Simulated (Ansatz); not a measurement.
# Calculated S-33 NMR of the central transition for Ga4SnS7

Cell: a measured structure from the Crystallography Open Database (COD), ions relaxed with PBE at fixed cell.

Space group Pc (No. 7); a = 7.2690, b = 6.3610, c = 12.4080 Å, β = 106.56°.

```csv
site,Wyckoff,site symmetry,x,y,z
Ga1,2a,1,0.3763,0.4237,0.3309
Ga3,2a,1,0.6327,0.9251,0.3246
Ga5,2a,1,0.4995,0.7529,0.5655
Ga7,2a,1,0.1252,0.9383,0.3218
Sn,2a,1,0.9743,0.6200,0.5191
S11,2a,1,0.0835,0.2744,0.2579
S13,2a,1,0.7362,0.9407,0.5181
S15,2a,1,0.6118,0.2662,0.2617
S17,2a,1,0.3409,0.7561,0.2477
S19,2a,1,0.2166,0.9356,0.5160
S21,2a,1,0.8581,0.7318,0.2762
S23,2a,1,0.4967,0.4134,0.5175
```

One atom of each set is listed.

The numbers come from a DFT calculation in Ansatz (r2SCAN, plane waves and PAW, scalar-relativistic, 500 eV cutoff, Γ-centred 4×5×3 k-points, Fermi–Dirac smearing 0.02 eV).

S-33 has I = 3/2 and Q = -69.40 mb (Pyykkö 2018); at 21.1 T its Larmor frequency is ν₀ = 69.0 MHz. Only the quadrupole interaction is simulated: positions count from each site's isotropic chemical shift, and shift anisotropy, dipolar and J coupling are left out.

Question: What does the S-33 spectrum (static powder) show for each site?

Answer: 

```tsv
site	first shell	C_Q (MHz)	η	P_Q (MHz)	δ_QIS (ppm)	breadth (kHz)
S11	2 Ga at 2.27 Å, angle 104°; also 1 Sn at 2.92 Å	19.4	0.45	20.0	-2107	996
S13	2 Ga at 2.30 Å, 1 Sn at 2.67 Å	8.91	0.62	9.47	-470	234
S15	3 Ga at 2.30–2.35 Å	14.6	0.12	14.7	-1129	445
S17	3 Ga at 2.33–2.34 Å	13.6	0.09	13.6	-969	374
S19	2 Ga at 2.29–2.31 Å, 1 Sn at 2.68 Å	10.0	0.79	11.0	-635	325
S21	2 Ga at 2.26–2.28 Å, angle 105°; also 1 Sn at 2.98 Å	-13.3	0.92	15.0	-1184	612
S23	2 Ga at 2.23–2.24 Å, angle 103°	20.2	0.60	21.4	-2399	1189
```

δ_QIS = −(ν_Q²/30ν₀²)[I(I+1) − 3/4](1 + η²/3) × 10⁶ ppm with ν_Q = 3|C_Q|/[2I(2I−1)]; it falls as 1/B₀² in ppm, and the breadth as 1/B₀ in kHz.

At S11 and S23 V_zz stands upright on the plane of its two bonds (within 12°) in each case. At S15 and S17 V_zz stands upright on the plane through its three neighbours (within 6°) in each case.

The largest force is 0.3 eV/Å, so the atoms aren't at the calculated equilibrium and relaxing them would move these values. Without spin–orbit coupling (the program notes it for Sn) the gradients are little affected as a rule: paired runs on crystals with a gap mostly move them by under 2 % at such atoms.
